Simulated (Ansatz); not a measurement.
In the program Ansatz at the r²SCAN level (PAW), SiGe₃ in the tetragonal phase (P-4m2; Si on 1a, Ge on 2g, Ge on 1c) relaxes to a = 3.967 Å, c = 5.600 Å. Si has 4 nearest neighbours from 2.41 Å (tetrahedral); Ge on 2g has 4 nearest neighbours from 2.41 Å (tetrahedral); Ge on 1c has 4 nearest neighbours from 2.45 Å (tetrahedral). Its formation energy from the elements is 0.008 eV/atom, with no fitted shifts.

The Kohn–Sham gap is 0.56 eV (indirect). The valence maximum lies at Γ and the conduction minimum at R (2 equivalent valleys). HSE06 on the same cell gives 0.93 eV. Gap from r²SCAN with spin–orbit coupling: 0.49 eV. The electron mass is 0.079, 0.11, 0.23 mₑ (principal values).

The bulk modulus is 78.1 GPa. Bader charges are Si +0.34, Ge -0.17 to 0.00 e.

The start of the workflow was typed in or built on a structure type; neither database checked (COD, Materials Project) lists it. Whether it is the stable phase at ambient conditions was not checked. The r²SCAN relaxation kept the symmetry of its start; its stability against distortions is not shown here. The references are the lowest solids computed at this level, not always the standard phases. Spin–orbit coupling is left out wherever it is not named.

Potentials: the earlier of the program's two PAW sets. The files were generated under PBE; for other functionals the program regenerates the frozen cores, and for LDA and PBEsol the local potential too.
